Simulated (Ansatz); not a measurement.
Br:
```xyz
1
Lattice="-1.2892 1.5694 3.3342 1.2892 -1.5694 3.3342 1.2892 1.5694 -3.3342" Properties=species:S:1:pos:R:3 pbc="T T T"
Br     0.0000     0.0000     0.0000
```

Relaxed with LDA. Special points in fractions of this cell's reciprocal vectors: Γ (0.000, 0.000, 0.000); X (0.500, 0.500, -0.500); F2 (0.287, 0.713, -0.287); Σ0 (-0.287, 0.287, 0.287); Y0 (0.305, -0.305, 0.305); U0 (0.695, 0.305, -0.305); R (0.000, 0.500, 0.000); W (0.250, 0.250, 0.250); S (0.500, 0.000, 0.000); T (0.000, 0.000, 0.500).

Task: List the band energies nearest the Fermi level at these points for plane-wave PAW LDA (Ansatz code).

Result: In eV from the Fermi level; about four levels below and three above (degenerate sets whole), none deeper than 8.9 eV; … stands for higher levels left out; points with the same levels are listed once.

| k | below | above |
|---|---|---|
| Γ | -1.65 -0.38 | 3.65 … |
| X | -4.56 -0.74 | 3.43 … |
| F2 | -5.97 -1.61 | 1.18 … |
| Y0 | -4.65 -3.13 | 3.88 … |
| R | -6.40 -0.73 | 1.38 … |
| W | -5.64 -2.42 -0.11 | … |
| S | -5.11 -2.13 | 3.97 … |
| T | -5.65 -2.39 -0.08 | … |

Space group Immm. The first step of the workflow began from a Materials Project structure, measured or hypothetical; the Crystallography Open Database copy checked does not list it. It is not the usual solid phase (space group No. 64). The cell was relaxed with LDA under the symmetry of its start; whether a distortion lowers the energy is not shown. The substance is a gas or liquid at ambient conditions. With an odd number of electrons in the cell and no spin polarisation, the count alone makes it a metal. Scalar-relativistic: spin–orbit coupling is off unless named, which matters more the heavier the elements.

Potentials: the later of the program's two PAW sets.
